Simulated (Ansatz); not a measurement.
TiB2 in space group Cmcm (No. 63; B on 4c, B on 4c, Ti on 4c) at seven volumes, PBE (plane waves, PAW; program Ansatz), shape and atoms relaxed at each. One row is withheld.

```csv
V (Å³/atom),P (GPa)
8.848,?
9.140,12.73
9.432,6.01
9.723,0.00
10.015,-5.16
10.307,-9.63
10.598,-13.62
```

Question: Fit the shown pressures and predict the withheld one.

Answer: P = (3/2)B₀(x^(7/2) − x^(5/2))[1 + (3/4)(B′ − 4)(x − 1)] with x = (V₀/V)^(2/3). Least squares on the six rows gives V₀ = 9.725 Å³/atom, B₀ = 184 GPa, B′ = 3.51. At V = 8.848, x = 1.0650 and P = 20.51 GPa. The run itself gave 20.54 GPa.

The cell is a constructed one: a structure type filled with these elements; neither database checked (COD, Materials Project) lists it. It is not the phase usual at ambient conditions (space group No. 191). Symmetry was held in the PBE relaxation; whether a distortion lowers the energy is not shown. No spin polarisation was allowed.

Potentials: the later of the program's two PAW sets.
